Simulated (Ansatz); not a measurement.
C:
```yaml
crystal:
  lattice:
    - [2.58231, 0.00000, 0.00000]
    - [0.00000, 2.58231, 0.00000]
    - [0.00000, 0.00000, 5.96932]
  atoms:
    - { symbol: C, position: [0.00000, 0.00000, 0.75000] }
    - { symbol: C, position: [0.00000, 0.00000, 0.25000] }
    - { symbol: C, position: [0.50000, 0.00000, 0.88791] }
    - { symbol: C, position: [0.50000, 0.00000, 0.11209] }
    - { symbol: C, position: [0.00000, 0.50000, 0.38791] }
    - { symbol: C, position: [0.00000, 0.50000, 0.61209] }
```

Relaxed with PBEsol.

Task: Decompose the optical modes at the zone centre into irreducible representations, and say which are infrared and Raman allowed.

Result: Point group 4/mmm: Γ_opt = A1g + A2u + 2B1g + B2u + 3Eg + 2Eu. Infrared: A2u, Eu. Raman: A1g, B1g, Eg.

Task: Assign frequencies (DFPT, PBEsol (plane waves, PAW; program Ansatz)).

Result: Eg 385, Eu 602, Eg 756, B2u 908, B1g 942, Eu 1116, Eg 1191, A2u 1217, B1g 1526, A1g 1659 cm⁻¹.

Subscripts of B labels follow the axes of the standard setting.

Space group P4_2/mmc. The start of the workflow was typed in or built on a structure type; neither database checked (COD, Materials Project) lists it. It is not the phase usual at ambient conditions (space group No. 194, 227). Symmetry was held in the PBEsol relaxation; of distortions, only those at the zone centre were tested. As this level gives no gap, phonon frequencies hold no LO–TO term and depend on the k-mesh and smearing (Fermi–Dirac, 0.1 eV here).

Potentials: the later of the program's two PAW sets.
